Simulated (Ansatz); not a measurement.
**Be2CN: from a guess to a relaxed structure**

Level of theory: Ansatz 0.2.0, DFT PBE, scalar-relativistic, plane waves, PAW. Cutoff 420 eV, Gaussian smearing, Γ-centred meshes. Cell and atoms relax first on a coarse mesh and then on a finer one. In between, the cell is made exact in the group found at 0.06 Å. In metals the finer mesh still leaves noise of several meV/atom or more. The steps can't lower the symmetry of their start. No spin polarisation in the relaxation; trial moments died out in a coarse test.

Recipe of this trial structure of Be2CN: close-packed metal layers stacked AB, with sites between them filled layer by layer (P3m1, No. 156) (elements of the layers in order: Be Be). Its size is a rough estimate.

```cif
data_structure
_symmetry_space_group_name_H-M 'P 1'
_symmetry_Int_Tables_number 1
_cell_length_a 2.8042
_cell_length_b 2.8042
_cell_length_c 4.6449
_cell_angle_alpha 90.000
_cell_angle_beta 90.000
_cell_angle_gamma 120.000
_cell_volume 31.63
loop_
_atom_site_label
_atom_site_type_symbol
_atom_site_fract_x
_atom_site_fract_y
_atom_site_fract_z
_atom_site_occupancy
Be1 Be 0.00000 0.00000 0.00000 1
Be2 Be 0.33333 0.66667 0.51663 1
C1 C 0.00000 0.00000 0.37590 1
N1 N 0.33333 0.66667 0.88208 1
```

Energies over the elements count from the elements' standard structures at the same level (N₂ as a molecule), with no fitted energy shifts.

Task: Which structure results?

Result: The symmetry goes from P3m1 (No. 156) to P-6m2 (No. 187). The volume per atom shrinks by 0.9 %, from 7.9 to 7.8 Å³. The shortest distance goes from 1.70 Å (Be–N) to 1.76 Å (Be–C and Be–N). The energy falls by about 0.18 eV/atom (the start's value is from the coarse mesh). The end is written in a standard setting, so origin, axes and order of atoms can differ from the start's. Conventional cell: a = 3.042 Å, c = 3.911 Å. Around Be on its first site lie 3 N at 1.76 Å and 2 C at 1.96 Å; Be on its second site has 3 C at 1.76 Å and 2 N at 1.96 Å; C is surrounded by 3 Be at 1.76 Å and 2 Be at 1.96 Å; N is surrounded by 3 Be at 1.76 Å and 2 Be at 1.96 Å.

```cif
data_structure
_symmetry_space_group_name_H-M 'P-6m2'
_symmetry_Int_Tables_number 187
_cell_length_a 3.0423
_cell_length_b 3.0423
_cell_length_c 3.9115
_cell_angle_alpha 90.000
_cell_angle_beta 90.000
_cell_angle_gamma 120.000
_cell_volume 31.35
loop_
_atom_site_label
_atom_site_type_symbol
_atom_site_symmetry_multiplicity
_atom_site_Wyckoff_symbol
_atom_site_fract_x
_atom_site_fract_y
_atom_site_fract_z
_atom_site_occupancy
Be1 Be 1 b 0.00000 0.00000 0.50000 1
Be2 Be 1 c 0.33333 0.66667 0.00000 1
C1 C 1 a 0.00000 0.00000 0.00000 1
N1 N 1 d 0.33333 0.66667 0.50000 1
```

Task: How does it come out in energy, and is it a metal?

Result: The energy over the elements is +0.59 eV/atom and the gap on the 18×18×12 mesh of the 4-atom cell is 0 eV (a metal).

A positive value: parting into the elements would lower its energy.

The last run used Gaussian smearing of 0.10 eV. An odd number of electrons in the primitive cell allows no gap without spin; a larger cell or a magnetic state could open one. The reference form of C is held partly by dispersion forces, which this level lacks. Symmetry constrained the relaxation, so the result can be a saddle point.
